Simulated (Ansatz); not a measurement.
A trial cell of LaNiI, before relaxation:

```
La Ni I
1.0
     4.29422    0.00000    0.00000
    -2.14711    3.71890    0.00000
     0.00000    0.00000    4.38519
La Ni I
1 1 1
Cartesian
  0.0000 0.0000 0.0000
  0.0000 2.4793 0.0000
  2.1471 1.2396 2.1926
```

The calculation used DFT PBE, scalar-relativistic, plane waves, PAW in Ansatz. Cutoff 420 eV, Gaussian smearing, Γ-centred meshes. Cell and atoms relax first on a coarse mesh and then on a finer one. In between, the cell is made exact in the group found at 0.06 Å. In metals the finer mesh still leaves noise of several meV/atom or more. The steps can't lower the symmetry of their start. Collinear spin, starting moments Ni 2.0 μB; they died out on the coarse mesh, so the last step has no spin.

A guess keeps its type if space group and coordination stay and the shape of the cell changes little (axis ratios within about 15 %, angles within 6°); the volume may change.

Task: Does it keep its structure type, or change into something else?

Result: It keeps its type. The symmetry stays P-6m2 (No. 187). The volume per atom grows by 22.0 %, from 23.3 to 28.5 Å³. The shortest distance goes from 2.48 Å (La–Ni) to 2.64 Å (La–Ni). The ratio c/a of the conventional cell changes by a factor of 1.01. Counting neighbours within 15 % of an atom's shortest distance, the start has I 12, La 3, Ni 3 and the end I 12, La 3, Ni 3.

Formation energies are uncorrected and refer to the elements' standard structures at the same level.

Task: At what energy does it end?

Result: −0.38 eV/atom.

The last run used a 12×12×10 mesh (in the run's order of axes) for its 3-atom cell and Gaussian smearing of 0.10 eV. Spin–orbit coupling, which can matter for I, is left out. No Hubbard U is applied to the 3d shell of Ni. The reference form of I is held partly by dispersion forces, which this level lacks. Trial moments died out on the coarse mesh, so the last step has no spin; another magnetic start might hold. A structure relaxed within its symmetry needn't be a true minimum. Another cell of LaNiI relaxed alike, in P4/mmm, lies 41 meV/atom lower, so this cell isn't the stable form at this level.
